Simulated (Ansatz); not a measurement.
Input:

AlN:
Space group P6₃/mmc (No. 194); a = b = 3.276 Å, c = 4.102 Å, α = β = 90.00°, γ = 120.00°

```
atom  site  symmetry       x       y       z
----  ----  --------  ------  ------  ------
Al      2d      -6m2  0.6667  0.3333  0.2500
N       2c      -6m2  0.3333  0.6667  0.2500
```

This is the LDA-relaxed structure.

Task: All from DFT-LDA in the program Ansatz with PAW potentials, unless another level is named. Predict the electron effective mass.

Result: 0.32, 0.32, 0.38 mₑ (principal values).

Task: Give the weight of the valence-edge state by species (Voronoi cells).

Result: N 90 %, Al 10 %.

Task: And the valence-band maximum?

Result: at Γ.

Space group P6_3/mmc. The first step of the workflow began from a Materials Project structure, measured or hypothetical; the Crystallography Open Database copy checked does not list it. It is not the phase usual at ambient conditions (space group No. 186, 216). The LDA relaxation kept the symmetry of its start; phonons on a q-mesh show no instability.

Potentials: the later of the program's two PAW sets.

Edges and masses are those of Kohn–Sham bands, whose gap is no quasiparticle gap.
